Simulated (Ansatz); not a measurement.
Values for one crystal, relaxed and computed with plane-wave PAW PBEsol (Ansatz code); other levels are named.

```yaml
volume_per_atom: 16.13 Å³
electronic_character: metallic (no gap)
hill_bulk_and_shear_moduli: 122 and 57.6 GPa
Elastic constants (relaxed ions, GPa): C11 = 192, C12 = 95.7, C13 = 69.9, C33 = 241, C44 = 57.6
debye_temperature_from_the_elastic_constants: 476 K
zone_centre_stability: no imaginary mode at Γ
Formation energy from the elements (no fitted shifts): -27 kJ/mol-atom
```

Problem. Which of these materials gives this?
(A) AlNi3, Cu3Au type
(B) Ti3Al, P6_3/mmc (Ti on 6h, Al on 2c)
(C) ScAl, CsCl type
(D) TiCo, CsCl type

Solution. B, Ti3Al, P6_3/mmc (Ti on 6h, Al on 2c)

The cell was relaxed with PBEsol under the symmetry of its start. The run is not spin-polarised. As this level gives no gap, shear constants depend on the k-mesh and smearing (Fermi–Dirac, 0.1 eV here). The references are the lowest solids computed at this level, not always the standard phases.

Potentials: the later of the program's two PAW sets.
